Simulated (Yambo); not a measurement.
SiO2 (α-quartz, space group P3_121, No. 152), G0W0@PBEsol in Yambo with this input:

```
rim_cut
gw0
dyson
el_el_corr
HF_and_locXC
ppa
em1d
RandQpts= 1000000
RandGvec= 1 Ry
EXXRLvcs= 84 Ry
VXCRLvcs= 336 Ry
Chimod= "HARTREE"
% BndsRnXp
 1 | 213 |
%
NGsBlkXp= 8 Ry
% LongDrXp
 1.0 | 1.0 | 1.0 |
%
PPAPntXp= 27.2114 eV
% GbndRnge
 1 | 213 |
%
GTermKind= "BG"
DysSolver= "n"
ExtendOut
```

On a 3×3×4 mesh, with wavefunctions cut at 84 Ry, the gap (K → Γ) is 8.766 eV and the valence edge shifts by -1.813 eV.

Task: What happens with this change: 7 Ry block?

Result: The gap falls by 0.073 eV, to 8.693 eV; the shift of the valence edge becomes -1.770 eV. Neither run is shown to be the converged limit.

Geometry of the Materials Project entry, not relaxed at this level; primitive cell a = b = 4.9150 Å, c = 5.4313 Å, α = β = 90.00°, γ = 120.00°.

A shift is the quasiparticle energy of the state minus its PBEsol energy.
